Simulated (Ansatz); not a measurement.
The relaxed structure here is a generated cell of CdS: the first start was made by placing the elements on the sites of a structure type, and the end was not matched to a known phase here, so it may be hypothetical. Known forms of CdS include space group No. 186, 216.

One stationary structure of CdS. These are PBE (plane waves to 420 eV, PAW, scalar-relativistic; Ansatz, a first-principles code) values and carry that method's errors.

```xyz
4
Lattice="3.9012 0.0000 0.0000 0.0000 3.9012 0.0000 0.0000 0.0000 7.0291" Properties=species:S:1:pos:R:3 pbc="T T T"
Cd     0.0000     1.9506     0.0000
Cd     1.9506     0.0000     3.5146
S      0.0000     0.0000     1.7573
S      0.0000     0.0000     5.2718
```

Find the space group and the Wyckoff positions (tolerance 0.01 Å).

Space group P4₂/mmc (No. 131); a = 3.901 Å, b = 3.901 Å, c = 7.029 Å, α = 90.00°, β = 90.00°, γ = 90.00°

```csv
atom,site,symmetry,x,y,z
Cd,2c,mmm.,0.0000,0.5000,0.0000
S,2e,-4m2,0.0000,0.0000,0.2500
```

Give the shortest distances between elements (the closest pairs, up to four, under 3.6 Å).

Cd–S 2.63 Å; S–S 3.51 Å.

| Item | Value |
|---|---|
| Volume per atom | 26.74 Å³ |
| Band gap | no gap (metallic) |

No spin polarisation in the result.

The run could not lower the symmetry of its start; a shaken copy of this end point relaxes with PBE to F-43m (No. 216), 0.31 eV/atom lower.
